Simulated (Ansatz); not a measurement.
Level: PBE, no spin polarisation; 420 eV; 7×7×7 Γ-centred mesh; fermi-dirac occupations (width 0.0319 eV); Ansatz 0.2.0, fixed geometry.

Computed maps in the lattice plane spanned by a (left to right, 7.27 Å, 22 points from zero) and b (bottom to top, 7.27 Å, 22 points from zero), 90° apart, at height 0.000 along c. The fields are smooth PAW ones with compensation charges, not the true ones near nuclei.

Valence density. Digits on a logarithmic scale: 0 up to 0.03 e/Å³, each further digit a factor of 1.6, 9 from 1.3 e/Å³ up:
```
9997544321000123445799
9976666542101245666679
7767788764212467887767
5567888875323578888765
3468866886323688668864
3468865886323688568864
2357888875313578888753
1246788753101357887642
0124566532000235665421
0012333310000013333210
0001222100000001222100
0012333310000013333210
0124566532000235665421
1246788753101357887642
2357888875313578888753
3468865886323688568864
3468866886323688668864
5567888875323578888765
7767788764212467887767
9976666542101245666679
9997544321000123445799
9997533210000012335799
```

ELF. Ten even steps from '0' (0.00) to '9' (1.00):
```
0044322210000012223440
3444567652000256765444
4446788885101588887644
2357744887202788447753
1268400487202784004862
0278400487202784004872
0268844787202787448862
0158888875101578888851
0025777752000257777520
0001222210000012222100
0000000000000000000000
0001222210000012222100
0025777752000257777520
0158888875101578888851
0268844787202787448862
0278400487202784004872
1268400487202784004862
2357744887202788447753
4446788885101588887644
3444567652000256765444
0044322210000012223440
9034210000000000012430
```

Task: The cell is TePb$_{2}$Br$_{6}$. Which atoms lie within 0.2 Å of this plane, and where (fractions of a and b)?

Result: Te at (0.00, 0.00), Br at (0.25, 0.25), Br at (0.25, 0.75), Br at (0.75, 0.75), Br at (0.75, 0.25). The whole cell:
```
CELL_PARAMETERS angstrom
0.00000 7.27296 0.00000
7.27296 0.00000 0.00000
3.63648 3.63648 -5.14281
ATOMIC_POSITIONS crystal
Te 0.00000 0.00000 0.00000
Pb 0.25000 0.75000 0.50000
Pb 0.75000 0.25000 0.50000
Br 0.25000 0.25000 0.50000
Br 0.75000 0.75000 0.50000
Br 0.25100 0.25100 0.00000
Br 0.25100 0.74900 0.00000
Br 0.74900 0.74900 0.00000
Br 0.74900 0.25100 0.00000
```

Origin: a known structure type with other elements, at an estimated volume, so it need not be a known compound. Caveats: many states at the Fermi level without spin polarisation, so a magnetic state may lie lower; atoms or cell far from equilibrium.
